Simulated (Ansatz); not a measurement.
MnGa (P-6m2): electronic heat capacity from the density of states

Method: Ansatz, DFT r2SCAN, scalar-relativistic, plane waves, PAW.

Settings: cutoff 500 eV, Γ-centred mesh 18×18×10 on the computed 2-atom cell, Gaussian smearing of 0.10 eV; collinear spin from starting moments 3.8 -0.15 μB.

Relaxed cell: P-6m2, a = 2.852 Å, b = 2.852 Å, c = 4.165 Å, α = 90.00°, β = 90.00°, γ = 120.00°, 2 atoms in the primitive cell. Whether it is the stable form of this composition wasn't checked.

The density of states at the Fermi level is 1.375 states/eV in the cell of 2 atoms (1 formula unit; both spins, tetrahedra on a 27×27×15 mesh). The run ends with a moment of 3.27 μB a cell (largest on a site 3.46 μB), and the figure is for this state; a paramagnetic sample can have a quite different one. Another magnetic order, if the compound takes it, can change N(E_F) and the shape of the cell a good deal.

Question: What Sommerfeld coefficient does this give?

Answer: Per formula unit N(E_F) = 1.375 states/eV. γ = (π²/3) k_B² N(E_F) N_A = 2.357 mJ/(mol K²) per state/eV, so γ = 3.2 mJ/(mol K²), a mole of formula units. This is the bare band result: a measured γ of the same phase and magnetic order is as a rule larger by a factor 1 + λ from phonons and spin fluctuations. N(E_F) at one energy is sensitive to the mesh where the density of states has sharp peaks.

The state reached may not be the lowest one. Only parallel moments were tried here.

Only this magnetic start was tried.